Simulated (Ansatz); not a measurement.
Relaxed-ion elastic tensor of CsCaBr3 (cubic perovskite, space group No. 221) in GPa (Voigt order), r²SCAN in the plane-wave PAW code Ansatz; density 3.68 g/cm³, 37.20 Å³ per atom.

```
49.4   9.0   9.0   0.0   0.0   0.0
 9.0  49.4   9.0   0.0   0.0   0.0
 9.0   9.0  49.4   0.0   0.0   0.0
 0.0   0.0   0.0   9.2   0.0   0.0
 0.0   0.0   0.0   0.0   9.2   0.0
 0.0   0.0   0.0   0.0   0.0   9.2
```

Is the crystal mechanically stable?

Yes: the smallest eigenvalue of C is 9.2 GPa.

Work out the Voigt, Reuss and Hill averages.

K_V = 22.4, K_R = 22.4, K_H = 22.4; G_V = 13.6, G_R = 11.7, G_H = 12.7 GPa.

Give Young's modulus, Poisson's ratio, Pugh's ratio and the universal anisotropy index.

E = 9KG/(3K + G) = 32.0 GPa; ν = 0.26; K/G = 1.77 (near the Pugh limit of 1.75, no verdict); A_U = 5G_V/G_R + K_V/K_R − 6 = 0.78.

Estimate the sound speeds and the Debye temperature.

v_l = √((K + 4G/3)/ρ) = 3270 m/s, v_t = √(G/ρ) = 1850 m/s, mean 2060 m/s; Θ = (h/k)(3n/4πV)^(1/3) v_m = 184 K.

Give the Zener ratio and Young's modulus along [100], [110] and [111].

A = 2C44/(C11 − C12) = 0.45; 1/E = S11 − 2(S11 − S12 − S44/2)Γ with Γ = 0, 1/4, 1/3 gives 46.6, 27.6, 24.2 GPa.

Solve the Christoffel equation for the three sound speeds along [100], [110], [111].

Eigenvalues of C_ijkl n_j n_l equal ρv². In km/s, slowest first: [100] 1.58, 1.58, 3.66; [110] 1.58, 2.34, 3.23; [111] 2.12, 2.12, 3.07.

Space group Pm-3m (cubic perovskite). The first step of the workflow began from a Materials Project structure, measured or hypothetical; the Crystallography Open Database copy checked does not list it. Its standing as an ambient phase is unchecked. The cell was relaxed with r²SCAN under the symmetry of its start; phonons on a q-mesh show weakly imaginary modes. Scalar-relativistic: spin–orbit coupling is off unless named, which matters more the heavier the elements.

Potentials: the later of the program's two PAW sets.
